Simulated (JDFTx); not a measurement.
Reference run:

Pt(100) slab cut from bulk Pt (space group Fm-3m, indices of the conventional cell, lattice of the Materials Project entry mp-126, not re-optimised): 5 atoms in 5 planes, a 1x1 cell of 7.77 Å² (|a| = 2.788, |b| = 2.788 Å), 7.9 Å between the outermost planes, cell height 23.9 Å, 8×8×1 k mesh, Fermi smearing 0.01 Ha, no spin polarisation.

Reference level: PBE, GBRV ultrasoft potentials, plane waves to 20/100 Ha, in JDFTx (a modified build). Unrelaxed; liquid: linear PCM (GLSSA13), water, 1 M KF. U vs SHE = −μ/e − 4.44 V throughout (conventional absolute potential of the hydrogen electrode).

| k mesh | work function (eV) | U_pzc (V) | mean C below U_pzc (μF/cm²) | k states × plane waves | cycles, vacuum run | rough core time, vacuum run |
|---|---|---|---|---|---|---|
| 3×3×1 | 5.53 | 0.89 | 14 over 0.5 V | 3 × 5361 | 19 | 80 s |
| 4×4×1 | … | … | 13 over 0.5 V | 6 × 5352 | 20 | 2 min |
| 6×6×1 | 5.59 | 0.94 | 13 over 0.5 V | 10 × 5359 | 19 | 3 min |
| 8×8×1 | 5.60 | 0.95 | 13 over 0.5 V | 15 × 5355 | 21 | 4 min |
| 12×12×1 | 5.59 | 0.94 | 13 over 0.5 V | 28 × 5356 | 21 | 7 min |
| 18×18×1 | 5.59 | 0.94 | 13 over 0.5 V | 55 × 5357 | 20 | 10 min |

Some entries are withheld; supply them.


- 4×4×1, work function (eV): 5.45
- 4×4×1, U_pzc (V): 0.81

The times are rough (shared hosts); only ratios past two mean anything.
